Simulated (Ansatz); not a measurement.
A geometry of Cu away from equilibrium: step 2 of the relaxation of a relaxed Cu cell shaken by Gaussian noise of σ = 0.08 Å a coordinate. All values below come from PBE (plane waves to 420 eV, PAW, scalar-relativistic; Ansatz, a quantum-chemistry and plane-wave program). Γ-centred k-mesh 7×7×7 on the run's cell (coarser than for final values), Fermi–Dirac smearing 0.05 eV.

```xyz
8
Lattice="4.6036 0.0042 0.0263 0.0042 4.6181 0.0065 0.0263 0.0065 4.6008" Properties=species:S:1:pos:R:3:forces:R:3 pbc="T T T" free_energy=-53000.420 pressure_GPa=2.2
Cu     1.1925    -0.0554     2.2060    1.0783   -0.0157    0.0239
Cu     3.5870     0.0264     2.3769   -1.4285   -0.0646   -0.4084
Cu     0.0939     2.2970     1.1413    0.0882   -0.0339    1.2926
Cu    -0.0641     2.3135     3.5498    0.2142   -0.1117   -1.5237
Cu     2.2358     1.1276     0.1236    0.0989   -0.2189   -0.4705
Cu     2.3863     3.4229     0.0223   -0.2847    0.1976   -0.1826
Cu    -0.0358    -0.0251    -0.0989    0.4704    0.1455    0.7256
Cu     2.3879     2.2829     2.2739   -0.2369    0.1017    0.5430
```

Positions in Å, forces in eV/Å, free energy of the cell in eV (comparable only within this code, potentials and settings). Largest force: 1.54 eV/Å, on Cu4 (atoms numbered as listed); the geometry lies 0.04 eV/atom above the end of its relaxation.

No spin polarisation in the result.

The end of the path is a generated cell of Cu: the first start was made by placing the elements on the sites of a structure type, and the end was not matched to a known phase here, so it may be hypothetical. Known forms of Cu include space group No. 225.
